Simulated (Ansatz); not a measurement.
An element in the fcc structure gives these cold pressures by all-electron LAPW under LDA (Ansatz 0.2.0, scalar-relativistic, no spin polarisation).

| V (Å³/atom) | P (GPa) |
| --- | --- |
| 13.85 | -0.04 |
| 12.18 | 70.8 |
| 10.80 | 184.3 |
| 9.41 | 395.4 |
| 8.03 | 804.1 |
| 6.92 | 1425 |
| 5.95 | 2407 |

Problem. Which element is it?

Solution. Ir. Its zero-pressure volume in this structure is near 13.8 Å³/atom; the volume and the steepness of P(V) together point to it, though neighbours can come close. This is the case that was computed; others weren't tested.
